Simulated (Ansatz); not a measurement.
Ti3CuC2:
Space group P6₃/mmc (No. 194); a = b = 3.0537 Å, c = 17.8523 Å, α = β = 90.00°, γ = 120.00°

```csv
atom,site,symmetry,x,y,z
Ti,4f,3m.,0.6667,0.3333,0.1347
Ti,2a,-3m.,0.0000,0.0000,0.0000
Cu,2b,-6m2,0.0000,0.0000,0.2500
C,4f,3m.,0.3333,0.6667,0.0726
```

Relaxed at zero pressure with r²SCAN in the plane-wave PAW code Ansatz.

Task: The volume is lowered by 9 % and shape and atoms relax at that volume. What pressure results, and how do the axes share the change?

Result: 19.6 GPa; a -2.5 %, b -2.5 %, c -4.2 %; the energy rises by 60 meV/atom.

Task: Give the new structure.

Result: 
Space group P6₃/mmc (No. 194); a = b = 2.9761 Å, c = 17.1031 Å, α = β = 90.00°, γ = 120.00°

```
atom  site  symmetry       x       y       z
----  ----  --------  ------  ------  ------
Ti      4f       3m.  0.6667  0.3333  0.1385
Ti      2a      -3m.  0.0000  0.0000  0.0000
Cu      2b      -6m2  0.0000  0.0000  0.2500
C       4f       3m.  0.3333  0.6667  0.0740
```

The phase is kept; no other phase was compared at this pressure.

Space group P6_3/mmc. The start of the workflow was typed in or built on a structure type; neither database checked (COD, Materials Project) lists it. Its standing as an ambient phase is unchecked. The cell was relaxed with r²SCAN under the symmetry of its start; whether a distortion lowers the energy is not shown. No spin polarisation was allowed.

Potentials: the earlier of the program's two PAW sets.
